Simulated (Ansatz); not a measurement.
**Strain and the gap of Rb2BrCl (ordering on rocksalt)**

Rb2BrCl, ordered on the rocksalt lattice (R-3m) with 4 atoms a cell, relaxed with r2SCAN in the plane-wave code Ansatz. The symmetry is R-3m (No. 166, trigonal); conventional cell a = 4.781 Å, c = 23.462 Å, 38.70 Å³ an atom. Around Cl lie 6 Rb at 3.33 Å; around Br lie 6 Rb at 3.44 Å; around Rb lie 3 Cl at 3.33 Å and 3 Br at 3.44 Å.

The axes x, y and z are those of this cell:
```
Cl Br Rb
1.0
     2.39044    1.38012    7.82054
    -2.39044    1.38012    7.82054
     0.00000   -2.76024    7.82054
Cl Br Rb
1 1 2
Direct
  0.00000 0.00000 0.00000
  0.50000 0.50000 0.50000
  0.25399 0.25399 0.25399
  0.74601 0.74601 0.74601
```

Unstrained: PBE gives a direct gap of 4.445 eV at Γ. With r2SCAN the gap is 5.033 eV and direct, at Γ. HSE06 gives a direct gap of 5.614 eV at Γ. Meshes: PBE 6×6×6, r2SCAN 6×6×6, HSE06 4×4×4. Strains are changes of length per length. After each strain the atoms were relaxed again with r2SCAN within the symmetry that the strain leaves, so tilts or polar shifts that break it weren't tested; points keep the names that they have in the unstrained zone. No spin polarisation. The prototype was imposed, so other structures may be more stable.

Changes of the least gap in eV (an overlap counts as a negative gap):

| strain | volume change (%) | space group | PBE | r2SCAN | HSE06 | energy rise, r2SCAN (meV/atom) |
| --- | --- | --- | --- | --- | --- | --- |
| biaxial -1.55 % in x and y, z held | -3.1 | R-3m | +0.069 | +0.070 | +0.076 | 2.2 |

Biaxial -1.55 % in x and y, z held. HSE06: the gap goes from 5.614 to 5.690 eV (+0.076 eV); with r2SCAN the top three valence levels at Γ, grouped 2+1 from the top over 149 meV, become 2+1 over 181 meV. Stress change with r2SCAN, compression positive: xx +0.56, yy +0.56, zz +0.43 GPa.

The runs are scalar-relativistic, without spin-orbit coupling.

The splittings at Γ are without spin-orbit coupling, which regroups them where it is of like size or larger.
